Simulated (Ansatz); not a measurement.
## Ag: vibrational free energy, entropy and heat capacity

Computed with DFT PBEsol, scalar-relativistic, plane waves, PAW in Ansatz. Cutoff 420 eV, 20×20×20 k-points (Γ-centred), Fermi-Dirac smearing of 0.15 eV. No spin polarisation. Phonons by linear response, acoustic sum rule imposed.

Equilibrium structure at this level:
```cif
data_structure
_symmetry_space_group_name_H-M 'Fm-3m'
_symmetry_Int_Tables_number 225
_cell_length_a 4.0544
_cell_length_b 4.0544
_cell_length_c 4.0544
_cell_angle_alpha 90.000
_cell_angle_beta 90.000
_cell_angle_gamma 90.000
_cell_volume 66.65
loop_
_atom_site_label
_atom_site_type_symbol
_atom_site_symmetry_multiplicity
_atom_site_Wyckoff_symbol
_atom_site_fract_x
_atom_site_fract_y
_atom_site_fract_z
_atom_site_occupancy
Ag1 Ag 4 a 0.00000 0.00000 0.00000 1
```

In a metal, frequencies and elastic constants depend on the k mesh and the smearing, soft modes and shear constants most. The q mesh is coarse, so values between its points are rough.

Force constants from linear response on a 2×2×2 q mesh, interpolated to a fine mesh.

(1) Give the zero-point energy per atom.

(2) How large are the vibrational entropy and heat capacity at 300 K?

(3) Tabulate them against temperature.

## Answers

(1) 21.5 meV.

(2) S = 4.97 k_B and C_V = 2.92 k_B per atom, 97 % of the Dulong–Petit value.

(3)
```
T (K) F_vib (meV/atom) S (k_B/atom) C_V (k_B/atom)
  100              14.9          1.98            2.37
  200             -10.7          3.81            2.82
  300             -48.8          4.97            2.92
  400             -95.5          5.82            2.95
  500            -148.6          6.48            2.97
  600            -206.8          7.02            2.98
  700            -269.3          7.48            2.98
  800            -335.5          7.88            2.99
  900            -405.0          8.23            2.99
 1000            -477.3          8.55            2.99
```

Cost: 1 run of about 1.3 core-minutes, on Arm Neoverse V2 (shared hosts).